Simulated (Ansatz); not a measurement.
Consider the following.

BN:
```cif
data_B2N2
_chemical_formula_sum 'B2 N2'
_space_group_name_H-M_alt 'P63/mmc'
_space_group_IT_number 194
_space_group_name_Hall '-P 6c 2c'
_cell_length_a 2.51212
_cell_length_b 2.51212
_cell_length_c 8.41060
_cell_angle_alpha 90.000
_cell_angle_beta 90.000
_cell_angle_gamma 120.000
loop_
_atom_site_label
_atom_site_type_symbol
_atom_site_symmetry_multiplicity
_atom_site_Wyckoff_symbol
_atom_site_fract_x
_atom_site_fract_y
_atom_site_fract_z
_atom_site_occupancy
B1 B 2 c 0.33333 0.66667 0.25000 1
N1 N 2 d 0.66667 0.33333 0.25000 1
```

This is the PBE-relaxed structure.

Question: All from PBE (plane waves, PAW; program Ansatz), unless another level is named. Estimate the electron effective mass.

Answer: 0.38, 0.89, 0.89 mₑ (principal values).

Question: Give the band gap.

Answer: 4.38 eV (indirect).

Question: Give the smallest direct gap on the standard path.

Answer: 4.66 eV.

Question: Predict the conduction-band minimum.

Answer: at Γ.

Space group P6_3/mmc. Symmetry was held in the PBE relaxation. The volume lies over 15 % above that of the usual cell of this phase: another minimum, or an error of the functional. A crystal of weakly bound layers computed without a dispersion correction: the cell and the soft elastic constants depend strongly on that.

Potentials: the later of the program's two PAW sets.
